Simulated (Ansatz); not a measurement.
Relaxed-ion elastic tensor of Mg in space group Fd-3m (No. 227; Mg on 8a, Mg on 16d) in GPa (Voigt order), plane-wave PAW PBEsol (Ansatz code); density 1.73 g/cm³, 23.34 Å³ per atom.

```
56.9  24.5  24.5   0.0   0.0   0.0
24.5  56.9  24.5   0.0   0.0   0.0
24.5  24.5  56.9   0.0   0.0   0.0
 0.0   0.0   0.0  21.1   0.0   0.0
 0.0   0.0   0.0   0.0  21.1   0.0
 0.0   0.0   0.0   0.0   0.0  21.1
```

Question: Is the crystal mechanically stable?

Answer: Yes: the smallest eigenvalue of C is 21.1 GPa.

Question: Work out the Voigt, Reuss and Hill averages.

Answer: K_V = 35.3, K_R = 35.3, K_H = 35.3; G_V = 19.1, G_R = 18.8, G_H = 19.0 GPa.

Question: Give Young's modulus, Poisson's ratio, Pugh's ratio and the universal anisotropy index.

Answer: E = 9KG/(3K + G) = 48.3 GPa; ν = 0.27; K/G = 1.86 (ductile by the Pugh limit of 1.75); A_U = 5G_V/G_R + K_V/K_R − 6 = 0.09.

Question: Estimate the sound speeds and the Debye temperature.

Answer: v_l = √((K + 4G/3)/ρ) = 5920 m/s, v_t = √(G/ρ) = 3310 m/s, mean 3690 m/s; Θ = (h/k)(3n/4πV)^(1/3) v_m = 384 K.

Question: Give the Zener ratio and Young's modulus along [100], [110] and [111].

Answer: A = 2C44/(C11 − C12) = 1.30; 1/E = S11 − 2(S11 − S12 − S44/2)Γ with Γ = 0, 1/4, 1/3 gives 42.1, 49.7, 52.8 GPa.

The start of the workflow was typed in or built on a structure type; neither database checked (COD, Materials Project) lists it. It is not the phase usual at ambient conditions (space group No. 194). Symmetry was held in the PBEsol relaxation; whether a distortion lowers the energy is not shown. As this level gives no gap, shear constants depend on the k-mesh and smearing (Fermi–Dirac, 0.1 eV here).

Potentials: the later of the program's two PAW sets.
